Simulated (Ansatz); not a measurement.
A geometry of La₂O₃ away from equilibrium: step 2 of the relaxation of a relaxed La2O3 cell, doubled along one cell vector, shaken by Gaussian noise of σ = 0.08 Å a coordinate. Level of theory: r2SCAN (plane waves to 500 eV, PAW, scalar-relativistic; Ansatz, a program for electronic structure). Γ-centred k-mesh 5×3×5 on the run's cell (coarser than for final values), Fermi–Dirac smearing 0.05 eV.

```xyz
10
Lattice="3.0057 1.7429 2.8844 -6.0009 3.4534 5.7773 -0.0114 -3.4775 2.8913" Properties=species:S:1:pos:R:3:forces:R:3 pbc="T T T" free_energy=-28489.580 pressure_GPa=-0.7
O     -1.6996     0.1088     4.3562    0.2438   -0.6821   -0.7936
O     -4.6957     1.6968     7.1713   -0.8303    0.3835    0.4798
O      0.8513    -1.4821     4.3186   -0.6321   -0.0465    0.0795
O     -2.1690     0.2308     7.2089    0.6225    0.0430   -0.2726
O      0.9064     1.5104     4.2791    0.0742    0.0552   -0.0478
O     -2.1673     3.2482     7.2284   -0.2021    0.2453   -0.1526
La    -0.0216    -0.0035     2.4473    0.2778    0.1172   -0.0028
La    -3.0012     1.7757     5.3428   -0.5029    0.0622    0.4586
La     0.0169     0.0325     6.0537   -0.6917    0.2106    0.8072
La    -3.1100     1.7521     9.0243    1.6409   -0.3884   -0.5557
```

Positions in Å, forces in eV/Å, free energy of the cell in eV (comparable only within this code, potentials and settings). Largest force: 1.78 eV/Å, on La10 (atoms numbered as listed); the geometry lies 0.02 eV/atom above the end of its relaxation.

No spin polarisation in the result.

The end of the path is a generated cell of La2O3: the first start was made by placing the elements on the sites of a structure type, and the end was not matched to a known phase here, so it may be hypothetical. Known forms of La2O3 include space group No. 164.
